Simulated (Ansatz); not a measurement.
Energy against total moment in MnF2

We look at MnF2: a measured crystal structure (space group P4_2/mnm), with 6 atoms per cell. Source: COD entry 1530081, which need not be the ambient phase.

```
F Mn
1.0
     4.85090    0.00000    0.00000
     0.00000    4.85090    0.00000
     0.00000    0.00000    3.30430
F Mn
4 2
Direct
  0.30460 0.30460 0.00000
  0.19540 0.80460 0.50000
  0.69540 0.69540 0.00000
  0.80460 0.19540 0.50000
  0.00000 0.00000 0.00000
  0.50000 0.50000 0.50000
```

Atoms are numbered from 1 in the order listed.

Level of theory: Ansatz development build ahead of 0.2.0, DFT, PBE+U, PAW, plane waves, scalar-relativistic.

```
Hubbard term (Dudarev form) : U − J = 3.9 eV on Mn d, on Löwdin-orthonormalised all-electron atomic orbitals
Plane-wave cutoff           : 420 eV
k-point mesh                : 5×5×6 (Γ-centred)
Occupations                 : Gaussian smearing, 0.02 eV
Valence electrons           : 58
```

Site moments are integrals over atomic spheres and don't add up to the total.

A static U favours moments and orbital order; the result depends on U and need not be the measured state.

For a metal this mesh leaves errors of several meV/atom.

The total moment of the cell is held fixed (separate Fermi levels for the two spins), shared at the start among the Mn atoms with one sign; no search for lower states follows. F is the free energy per cell, and F(lowest) that of the lowest run, the runs with a free moment included. Each row is one local solution, which need not be the lowest state at that M. The run at M = 0 starts without moments and gives the spin-unpolarised solution; a state with cancelling moments wasn't tried, and may lie lower. The program warns that the SCF threshold is loose for stress, so pressures can be off by 0.1 GPa or more.

The run at M = 6.00 μB took 8.1 s on 2 threads of Arm Neoverse V1 (shared host), peak memory 0.45 GiB.

```tsv
fixed M (μB/cell)	F − F(lowest) (meV/cell)	moments of F1 F2 F3 F4 Mn5 Mn6 (μB)	absolute moment (μB)	pressure (GPa)
0.00	8776	0.00 0.00 0.00 0.00 0.00 0.00	0.00	-11.6
2.00	5596	0.00 0.00 0.00 0.00 0.86 0.86	3.17	-7.3
4.00	7049	-0.01 -0.01 -0.01 -0.01 1.75 1.75	4.22	-6.6
6.00	4156	0.03 0.03 0.03 0.03 2.57 2.57	6.02	-1.7
8.00	3853	0.01 0.01 0.01 0.01 3.46 3.46	8.10	1.3
10.00	0	0.07 0.07 0.07 0.07 4.22 4.22	10.00	7.0
12.00	8432	0.36 0.36 0.36 0.36 4.26 4.26	12.00	23.4
```

The lowest fixed-moment run is the one at M = 10.00 μB (0 meV). With the constraint released: “parallel moments, free total moment [Mn5 4.50, Mn6 4.50 μB]” ends at 10.00 μB, 0 meV; “parallel moments scaled by 0.1, free total moment [Mn5 0.45, Mn6 0.45 μB]” ends at 2.00 μB, 6069 meV (read as a possible saddle point). No free run was started from opposed moments. At M = 2.00 μB the absolute moment far exceeds M, as opposite spins partly cancel within or between atoms, so the M = 0 row needn't join the others. The rows don't fall on one smooth curve: runs end on different branches of solutions, so neighbouring rows can't be interpolated.
